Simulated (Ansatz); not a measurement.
Given:

SnO$_{2}$:
```xyz
6
Lattice="4.8276 0.0000 0.0000 0.0000 4.8276 0.0000 0.0000 0.0000 3.2379" Properties=species:S:1:pos:R:3 pbc="T T T"
Sn     2.4138     2.4138     1.6190
Sn     0.0000     0.0000     0.0000
O      0.9337     3.8939     1.6190
O      3.8939     0.9337     1.6190
O      3.3475     3.3475     0.0000
O      1.4801     1.4801     0.0000
```

This is the PBE-relaxed structure. Cartesian axes are those of the cell as given.

### Question
All from DFT-PBE in the program Ansatz with PAW potentials, unless another level is named. Give the electron effective mass with spin–orbit coupling.

### Answer
0.16, 0.17, 0.17 mₑ (principal values).

### Question
Next, the hole effective mass?

### Answer
1.9 along z (mₑ).

### Question
Next, the band gap?

### Answer
0.68 eV (direct).

Space group P4_2/mnm (rutile). Symmetry was held in the PBE relaxation. Scalar-relativistic: spin–orbit coupling is off unless named, which matters more the heavier the elements.

Potentials: the earlier of the program's two PAW sets.
